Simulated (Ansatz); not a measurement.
Does relaxation matter for the field gradients of TiO2 with Sb replacing O?

Start: a supercell of TiO2 (anatase type, I4_1/amd) built from a structure deposited in the COD, with all atoms left at the host's positions.

Space group Imm2 (No. 44); a = 7.5684, b = 7.5684, c = 19.0292 Å.

| site | Wyckoff | site symmetry | x | y | z |
| --- | --- | --- | --- | --- | --- |
| Ti1 | 2a | mm2 | 0.0000 | 0.0000 | 0.0000 |
| Ti2 | 8e | 1 | 0.7500 | 0.2500 | 0.7500 |
| Ti4 | 2b | mm2 | 0.0000 | 0.5000 | 0.0000 |
| Ti6 | 2b | mm2 | 0.5000 | 0.0000 | 0.0000 |
| Ti7 | 2a | mm2 | 0.0000 | 0.0000 | 0.5000 |
| Ti9 | 4c | .m. | 0.7500 | 0.0000 | 0.1250 |
| Ti10 | 4d | m.. | 0.5000 | 0.2500 | 0.8750 |
| Ti12 | 4c | .m. | 0.7500 | 0.5000 | 0.1250 |
| Ti13 | 4d | m.. | 0.5000 | 0.7500 | 0.3750 |
| Sb | 2a | mm2 | 0.0000 | 0.0000 | 0.1041 |
| O18 | 8e | 1 | 0.7500 | 0.2500 | 0.8541 |
| O20 | 2b | mm2 | 0.0000 | 0.5000 | 0.1040 |
| O22 | 2b | mm2 | 0.5000 | 0.0000 | 0.1040 |
| O23 | 2a | mm2 | 0.0000 | 0.0000 | 0.6040 |
| O25 | 4c | .m. | 0.7500 | 0.0000 | 0.2290 |
| O26 | 4d | m.. | 0.5000 | 0.2500 | 0.9790 |
| O28 | 4c | .m. | 0.7500 | 0.5000 | 0.2290 |
| O29 | 4d | m.. | 0.5000 | 0.7500 | 0.4790 |
| O33 | 4c | .m. | 0.7500 | 0.0000 | 0.0210 |
| O34 | 4d | m.. | 0.5000 | 0.2500 | 0.7710 |
| O36 | 4c | .m. | 0.7500 | 0.5000 | 0.0210 |
| O37 | 4d | m.. | 0.5000 | 0.7500 | 0.2710 |
| O41 | 2a | mm2 | 0.0000 | 0.0000 | 0.3960 |
| O42 | 8e | 1 | 0.7500 | 0.2500 | 0.1460 |
| O44 | 2b | mm2 | 0.0000 | 0.5000 | 0.3960 |
| O46 | 2b | mm2 | 0.5000 | 0.0000 | 0.3960 |
| O47 | 2a | mm2 | 0.0000 | 0.0000 | 0.8960 |

One atom of each set is listed; the run and its k-mesh use a cell of 48 atoms with edges of 10.92, 10.92, 10.92 Å.

Method: Kohn–Sham DFT in Ansatz, PBE, plane waves and PAW, scalar-relativistic, 420 eV cutoff, Γ-centred 4×4×4 k-points, Fermi–Dirac smearing 0.01 eV, cell charge -1.

The largest force at the start is 20 eV/Å. Relaxing the ions at fixed cell moves them by 0.594 Å at most (atom 9, Ti) and 0.231 Å rms.

```json
{"site": "Ti1", "moved (Å)": "0.216", "first shell before": "5 O at 1.93–1.98 Å, 1 Sb at 1.98 Å", "first shell after": "5 O at 1.91–1.96 Å, 1 Sb at 2.52 Å", "V_zz before (10²¹ V/m²)": "1.09", "η before": "0.63"}
{"site": "Ti2", "moved (Å)": "0.114", "first shell before": "6 O at 1.93–1.98 Å", "first shell after": "6 O at 1.88–2.01 Å", "V_zz before (10²¹ V/m²)": "0.92", "η before": "0.19"}
{"site": "Ti6", "moved (Å)": "0.234", "first shell before": "6 O at 1.93–1.98 Å", "first shell after": "6 O at 1.90–1.98 Å", "V_zz before (10²¹ V/m²)": "-1.03", "η before": "0.80"}
{"site": "Ti7", "moved (Å)": "0.026", "first shell before": "6 O at 1.93–1.98 Å", "first shell after": "6 O at 1.90–2.01 Å", "V_zz before (10²¹ V/m²)": "1.00", "η before": "0.44"}
{"site": "Ti9", "moved (Å)": "0.594", "first shell before": "1 Sb at 1.93 Å, 5 O at 1.93–1.98 Å", "first shell after": "4 O at 1.82–1.95 Å, 1 Sb at 2.38 Å", "V_zz before (10²¹ V/m²)": "-3.59", "η before": "0.48"}
{"site": "Ti12", "moved (Å)": "0.032", "first shell before": "6 O at 1.93–1.98 Å", "first shell after": "6 O at 1.92–2.05 Å", "V_zz before (10²¹ V/m²)": "1.22", "η before": "0.61"}
{"site": "Ti13", "moved (Å)": "0.012", "first shell before": "6 O at 1.93–1.98 Å", "first shell after": "6 O at 1.91–1.99 Å", "V_zz before (10²¹ V/m²)": "0.68", "η before": "0.70"}
{"site": "Sb", "moved (Å)": "0.329", "first shell before": "3 Ti at 1.93–1.98 Å", "first shell after": "3 Ti at 2.38–2.52 Å", "V_zz before (10²¹ V/m²)": "26.3", "η before": "0.08"}
{"site": "O22", "moved (Å)": "0.309", "first shell before": "3 Ti at 1.93–1.98 Å", "first shell after": "3 Ti at 1.82–1.90 Å", "V_zz before (10²¹ V/m²)": "-1.76", "η before": "0.70"}
{"site": "O25", "moved (Å)": "0.425", "first shell before": "3 Ti at 1.93–1.98 Å", "first shell after": "3 Ti at 1.83–2.01 Å", "V_zz before (10²¹ V/m²)": "2.69", "η before": "0.35"}
{"site": "O34", "moved (Å)": "0.190", "first shell before": "3 Ti at 1.93–1.98 Å", "first shell after": "3 Ti at 1.94–2.00 Å", "V_zz before (10²¹ V/m²)": "1.76", "η before": "0.57"}
{"site": "O41", "moved (Å)": "0.055", "first shell before": "3 Ti at 1.93–1.98 Å", "first shell after": "3 Ti at 1.89–2.01 Å", "V_zz before (10²¹ V/m²)": "1.83", "η before": "0.41"}
{"site": "O42", "moved (Å)": "0.270", "first shell before": "3 Ti at 1.93–1.98 Å", "first shell after": "3 Ti at 1.92–1.98 Å", "V_zz before (10²¹ V/m²)": "1.47", "η before": "0.45"}
{"site": "O44", "moved (Å)": "0.229", "first shell before": "3 Ti at 1.93–1.98 Å", "first shell after": "3 Ti at 1.94–1.98 Å", "V_zz before (10²¹ V/m²)": "2.22", "η before": "0.25"}
{"site": "O46", "moved (Å)": "0.094", "first shell before": "3 Ti at 1.93–1.98 Å", "first shell after": "3 Ti at 1.91–2.06 Å", "V_zz before (10²¹ V/m²)": "1.64", "η before": "0.37"}
{"site": "O47", "moved (Å)": "0.195", "first shell before": "3 Ti at 1.93–1.98 Å", "first shell after": "3 Ti at 1.91–1.96 Å", "V_zz before (10²¹ V/m²)": "2.22", "η before": "0.26"}
```

**Question.** How do the gradients change?

**Answer.** 

| site | V_zz after | η after | change of V_zz |
| --- | --- | --- | --- |
| Ti1 | -5.13 | 0.01 | – |
| Ti2 | 3.17 | 0.33 | – |
| Ti6 | -5.72 | 0.24 | -4.69 |
| Ti7 | -2.61 | 0.24 | – |
| Ti9 | 8.64 | 0.74 | – |
| Ti12 | 2.93 | 0.21 | +1.71 |
| Ti13 | -3.22 | 0.31 | – |
| Sb | 37.9 | 0.39 | +11.66 |
| O22 | -1.42 | 0.58 | – |
| O25 | 3.05 | 0.27 | +0.36 |
| O34 | -2.11 | 0.18 | – |
| O41 | 0.90 | 0.84 | -0.93 |
| O42 | 1.96 | 0.89 | +0.49 |
| O44 | -2.99 | 0.71 | – |
| O46 | -1.27 | 0.44 | – |
| O47 | 2.34 | 0.63 | +0.12 |

The largest change of V_zz along a kept axis is on Sb, from 26.3 to 37.9. In per cent, |V_zz| changes by +44 on Sb, +5 to +13 on O (all sites that start above 2, bar those whose gradient vanishes or changes sign or whose main axis turns by over 40°). Where |V_zz| stays above 0.1 and the axes keep their order, η moves most on O42, from 0.45 to 0.89. On Sb, O25, Ti12, Ti6, O20, Ti10 (not all in the table) V_xx and V_yy change places (or their axes turn by over 50°), so the two values of η hide a larger change. On Ti9, O44, O22, O34, O46, Ti1, Ti7, Ti2 and 4 more sites (not all in the table) the largest principal value lies along another axis in the second run, so the two V_zz can't be compared directly. The table leaves out 11 of the 27 sites, with |V_zz| up to 3.97; their tensors move by 2.80 at most along any direction. The statements above cover all sites. The host's own positions weren't relaxed first, so part of the change far from the defect can be the host's relaxation.

The run isn't spin-polarised, and a state with spin may lie lower. The defect repeats with the cell of 48 atoms, so it feels its images: sites between two images don't show the values beside a lone defect, and zeros or small values of η there can come from the images' arrangement. O and Ti carry a gradient in the pure host already, so the values there aren't the defect's effect alone. A uniform background compensates the cell's charge. The defect cell has no gap above 0.1 eV on its mesh, so the values can hang on the smearing and the k-mesh. Without spin–orbit coupling (the program notes it for Sb) the gradients can shift somewhat, as the gap is small. With these PAW files V_zz is typically within 2 to 3 % of all-electron values, but misses above 10 % occur on Sb.
Before: The cell keeps the host's lattice, where the PBE pressure is 19 GPa (in a charged cell this depends on the convention for the mean potential). The neighbours have not yet relaxed around the defect (largest force 20 eV/Å), so the values at and beside it are those of a strained start, not of the defect in a real crystal.
After: The relaxation keeps the site symmetry mm2 of the start, so the impurity can move only along its axis; a distortion that would localise the partly filled state isn't explored. The cell keeps the host's lattice, where the PBE pressure is 12 GPa (in a charged cell this depends on the convention for the mean potential).
